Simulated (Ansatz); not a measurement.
VBiO$_{4}$ (scheelite type, space group I4_1/a)

```yaml
crystal:
  lattice:
    - [-2.56072, 2.56072, 5.81064]
    - [2.56072, -2.56072, 5.81064]
    - [2.56072, 2.56072, -5.81064]
  atoms:
    - { symbol: Bi, position: [0.75000, 0.25000, 0.50000] }
    - { symbol: Bi, position: [0.00000, 0.00000, 0.00000] }
    - { symbol: V, position: [0.25000, 0.75000, 0.50000] }
    - { symbol: V, position: [0.50000, 0.50000, 0.00000] }
    - { symbol: O, position: [0.07979, 0.96784, 0.39016] }
    - { symbol: O, position: [0.57768, 0.68963, 0.60984] }
    - { symbol: O, position: [0.71784, 0.82768, 0.38805] }
    - { symbol: O, position: [0.43963, 0.32979, 0.61195] }
    - { symbol: O, position: [0.67021, 0.28216, 0.10984] }
    - { symbol: O, position: [0.17232, 0.56037, 0.89016] }
    - { symbol: O, position: [0.03216, 0.42232, 0.11195] }
    - { symbol: O, position: [0.31037, 0.92021, 0.88805] }
```

The volume is varied about the relaxed value V₀ at fixed cell shape. The atoms relax within the cell's symmetry.

Computed with r2SCAN (plane waves to 500 eV, PAW, scalar-relativistic; Ansatz, a first-principles code). k mesh 7×7×7 (Γ-centred), Fermi-Dirac smearing 0.05 eV. The energy includes the smearing's −TS. Stress and pressure are positive under compression. With the shape held, the modulus is that of even scaling; a crystal free to change shape is softer. Spin-orbit coupling is left out, though Bi is heavy. This is one of several known forms of VBiO4; the measured ambient cells at hand have space group No. 15 or 60. VBiO4 is run without spin polarisation. VBiO4 was relaxed with its symmetry unable to fall. The zero of ΔE is the relaxed starting cell.

| V (Å³/atom) | ΔE (meV/atom) |
|---|---|
| 11.431 | 67.8 |
| 11.642 | 45.6 |
| 11.854 | 28.3 |
| 12.066 | withheld |
| 12.277 | 6.6 |
| 12.489 | 1.6 |
| 12.701 | 0.0 |
| 12.912 | 1.5 |
| 13.124 | 5.9 |
| 13.336 | 12.8 |
| 13.547 | 22.1 |
| 13.759 | 33.5 |
| 13.971 | 46.9 |

Q: Fit a third-order Birch-Murnaghan form (E₀, V₀, B₀, B₀′ free) to the given rows and predict ΔE at V = 12.066.

A: Least squares on the 12 given rows: ΔE = E₀ + (9V₀B₀/16)·y²·[2 + (B₀′ − 4)y], y = (V₀/V)^(2/3) − 1, with V₀ = 12.701 Å³/atom, B₀ = 141.0 GPa (160.2 GPa = 1 eV/Å³; the term in eV is multiplied by 1000), B₀′ = 4.53, E₀ = 0.02 meV/atom; root-mean-square residual 0.04 meV/atom. At 12.066 the fit gives 15.4 meV/atom; the calculation gives 15.4 meV/atom, the same to the digits shown. For the pressure the fit gives 8.1 GPa against the computed 8.1 GPa.

(A scan under strain: stresses follow from slopes of the energy per volume, elastic moduli from its curvatures.)
